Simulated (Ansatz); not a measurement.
Si2Mo:
```yaml
crystal:
  lattice:
    - [-1.60081, 1.60081, 3.90933]
    - [1.60081, -1.60081, 3.90933]
    - [1.60081, 1.60081, -3.90933]
  atoms:
    - { symbol: Mo, position: [0.00000, 0.00000, 0.00000] }
    - { symbol: Si, position: [0.33527, 0.33527, 0.00000] }
    - { symbol: Si, position: [0.66473, 0.66473, 0.00000] }
```

Relaxed with r²SCAN. Special points in fractions of this cell's reciprocal vectors: Γ (0.000, 0.000, 0.000); X (0.000, 0.000, 0.500); P (0.250, 0.250, 0.250); N (0.000, 0.500, 0.000); M (0.500, 0.500, -0.500); S (0.292, 0.708, -0.292); S0 (-0.292, 0.292, 0.292); R (-0.084, 0.084, 0.500); G (0.500, 0.500, -0.084).

Q: List the band energies nearest the Fermi level at these points for the program Ansatz at the r²SCAN level (PAW).

A: In eV from the Fermi level; about four levels below and three above (degenerate sets whole), none deeper than 8.9 eV; points with the same levels are listed once.

| k | below | above |
|---|---|---|
| Γ | -3.45 -3.10 -2.79 -2.79 | 0.36 3.41 3.49 |
| X | -5.34 -4.69 -3.23 -1.39 | 2.60 3.03 3.45 |
| P | -6.42 -2.87 -2.25 -2.25 | 0.52 2.60 4.26 4.26 |
| N | -4.81 -2.77 -2.65 -0.55 | 2.53 3.29 4.48 |
| M | -0.60 -0.60 -0.55 -0.55 | 0.50 5.18 5.83 |
| S | -2.88 -2.67 -2.39 -0.44 | 1.74 3.20 3.83 |
| R | -4.71 -3.94 -3.10 -1.97 | 2.02 2.27 2.89 |

Space group I4/mmm (MoSi2 or CaC2 type). Symmetry was held in the r²SCAN relaxation; of distortions, only those at the zone centre were tested. No spin polarisation was allowed. Spin–orbit coupling is left out wherever it is not named.

Potentials: the later of the program's two PAW sets.
